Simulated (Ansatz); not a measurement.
Phonons of Si (diamond) at Γ, L = (0.5, 0.0, 0.0), X = (0.5, 0.5, 0.0).

Si (diamond)

```xyz
2
Lattice="0.0000 2.7220 2.7220 2.7220 0.0000 2.7220 2.7220 2.7220 0.0000" Properties=species:S:1:pos:R:3 pbc="T T T"
Si     2.7220     2.7220     2.7220
Si     4.0830     4.0830     4.0830
```

All values below come from r2SCAN (plane waves to 500 eV, PAW, scalar-relativistic; Ansatz, an electronic-structure program). DFPT wavenumbers on a 10×10×10 k mesh, in cm⁻¹; i marks imaginary ones, q is in fractions of the reciprocal vectors of the cell shown, and the three acoustic modes at Γ are left out. Si was relaxed with its symmetry unable to fall. The PAW data are Ansatz's earlier set.

```tsv
q	wavenumbers (cm⁻¹)
Γ	518 (×3)
L = (0.5, 0.0, 0.0)	118 (×2), 385, 414, 492 (×2)
X = (0.5, 0.5, 0.0)	157 (×2), 416 (×2), 461 (×2)
```

The structure shows no imaginary mode at these points (lowest 118 cm⁻¹ at L = (0.5, 0.0, 0.0)); other wave vectors were not tested.

Highest mode: 518 cm⁻¹ at Γ.
